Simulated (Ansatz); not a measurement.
Starting cell, LiNbO$_{3}$ (space group R-3c):

```xyz
10
Lattice="2.5621 1.4792 4.5182 -2.5621 1.4792 4.5182 0.0000 -2.9585 4.5182" Properties=species:S:1:pos:R:3 pbc="T T T"
Li     0.0000     0.0000    10.1660
Li     0.0000     0.0000     3.3887
Nb     0.0000     0.0000     0.0000
Nb     0.0000     0.0000     6.7773
O     -0.6385     1.4792     7.9069
O      0.6385    -1.4792     5.6478
O     -0.9618    -1.2926     7.9069
O      0.9618     1.2926     5.6478
O      1.6003    -0.1866     7.9069
O     -1.6003     0.1866     5.6478
```

The atoms are displaced by Q × the pattern below (from a DFPT mode at Γ, largest move 1; Q in Å), at fixed cell.

| atom | x | y | z |
|---|---|---|---|
| Li1 | 0.000 | 0.000 | 1.000 |
| Li2 | 0.000 | 0.000 | 1.000 |
| Nb3 | 0.000 | 0.000 | 0.124 |
| Nb4 | 0.000 | 0.000 | 0.124 |
| O5 | 0.000 | 0.070 | -0.386 |
| O6 | 0.000 | 0.070 | -0.386 |
| O7 | -0.061 | -0.035 | -0.386 |
| O8 | -0.061 | -0.035 | -0.386 |
| O9 | 0.061 | -0.035 | -0.386 |
| O10 | 0.061 | -0.035 | -0.386 |

Method: LDA (plane waves to 420 eV, PAW, scalar-relativistic; Ansatz, a quantum-chemistry and plane-wave program). k mesh 8×8×8 (Γ-centred), fixed occupations. LiNbO3 is run without spin polarisation. LiNbO3 was relaxed with its symmetry unable to fall. This is one of several known forms of LiNbO3; the measured ambient cells at hand have space group No. 161. The zero of ΔE is the undisplaced structure.

Question: What ΔE (meV/cell) and −dE/dQ from forces (eV/Å) does the calculation give at Q (Å) = -0.330, -0.220, -0.110, 0.330, 0.660?

Answer: 
```
Q (Å)   ΔE (meV/cell)  −dE/dQ from forces (eV/Å)
------  -------------  -------------------------
-0.330         -170.9                     -0.631
-0.220          -93.4                     -0.714
-0.110          -26.3                     -0.459
0.330          -170.9                      0.631
0.660           -43.4                     -2.018
```

(A displaced cell: forces are minus the slopes of the energy, force constants its curvatures, and phonons follow from these.)
